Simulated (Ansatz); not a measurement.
An elastic tensor (GPa, Voigt order, standard axes) from plane-wave PAW r²SCAN (Ansatz code):

|  | 1 | 2 | 3 | 4 | 5 | 6 |
|---|---|---|---|---|---|---|
| 1 | 449 | 129 | 166 | 0.0 | 0.0 | 0.0 |
| 2 | 129 | 449 | 166 | 0.0 | 0.0 | 0.0 |
| 3 | 166 | 166 | 364 | 0.0 | 0.0 | 0.0 |
| 4 | 0.0 | 0.0 | 0.0 | 174 | 0.0 | 0.0 |
| 5 | 0.0 | 0.0 | 0.0 | 0.0 | 174 | 0.0 |
| 6 | 0.0 | 0.0 | 0.0 | 0.0 | 0.0 | 160 |

Q: Pick the material that matches.
(A) InP, NiAs type
(B) Ti2GeC, P6_3/mmc (Ti on 4f, Ge on 2d, C on 2a)
(C) HfC, NiAs type
(D) BeS, NiAs type

A: C, HfC, NiAs type

The workflow started from a Materials Project entry (that database holds measured and hypothetical structures alike); the Crystallography Open Database copy checked does not list it. It is not the phase usual at ambient conditions (space group No. 225). The r²SCAN relaxation kept the symmetry of its start; its stability against distortions is not shown here. No spin polarisation was allowed. As this level gives no gap, shear constants depend on the k-mesh and smearing (Fermi–Dirac, 0.1 eV here). Scalar-relativistic: spin–orbit coupling is off unless named, which matters more the heavier the elements.

Potentials: the later of the program's two PAW sets.
